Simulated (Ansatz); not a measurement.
Here is the system:

Na:
```
Na
1.0
   -2.09839     2.09839     2.09839
    2.09839    -2.09839     2.09839
    2.09839     2.09839    -2.09839
Na
1
Direct
  0.00000   0.00000   0.00000
```

This is the PBE-relaxed structure.

Question: All from PBE (plane waves, PAW; program Ansatz), unless another level is named. Give the Debye temperature from the elastic constants.

Answer: 163 K.

Question: Next, the elastic constants (relaxed ions, GPa)?

Answer: C11 = 8.7, C12 = 7.3, C44 = 6.2.

Space group Im-3m (bcc (W type)). The cell was relaxed with PBE under the symmetry of its start. As this level gives no gap, shear constants depend on the k-mesh and smearing (Fermi–Dirac, 0.1 eV here).

Potentials: the later of the program's two PAW sets.
